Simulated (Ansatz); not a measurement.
Au:
```yaml
crystal:
  lattice:
    - [-1.60708, 1.60708, 1.60708]
    - [1.60708, -1.60708, 1.60708]
    - [1.60708, 1.60708, -1.60708]
  atoms:
    - { symbol: Au, position: [0.00000, 0.00000, 0.00000] }
```

Relaxed with LDA. Special points in fractions of this cell's reciprocal vectors: Γ (0.000, 0.000, 0.000); H (0.500, -0.500, 0.500); N (0.000, 0.000, 0.500); P (0.250, 0.250, 0.250).

List the band energies nearest the Fermi level at these points for LDA in the plane-wave PAW code Ansatz.

In eV from the Fermi level; about four levels below and three above (degenerate sets whole), none deeper than 8.9 eV; … stands for higher levels left out; points with the same levels are listed once.

```tsv
k	below	above
Γ	-5.04 -5.04 -5.04 -2.99 -2.99	…
H	-7.10 -7.10 -1.76 -1.76 -1.76	…
N	-3.15 -2.76 -1.35 -0.83	3.67 …
P	-5.59 -5.59 -5.59 -2.72 -2.72	2.82 …
```

Space group Im-3m (bcc (W type)). The workflow started from a Materials Project entry (that database holds measured and hypothetical structures alike); the Crystallography Open Database copy checked does not list it. It is not the phase usual at ambient conditions (space group No. 225). The cell was relaxed with LDA under the symmetry of its start. At this level the phase is mechanically unstable. Scalar-relativistic: spin–orbit coupling is off unless named, which matters more the heavier the elements.

Potentials: the later of the program's two PAW sets.
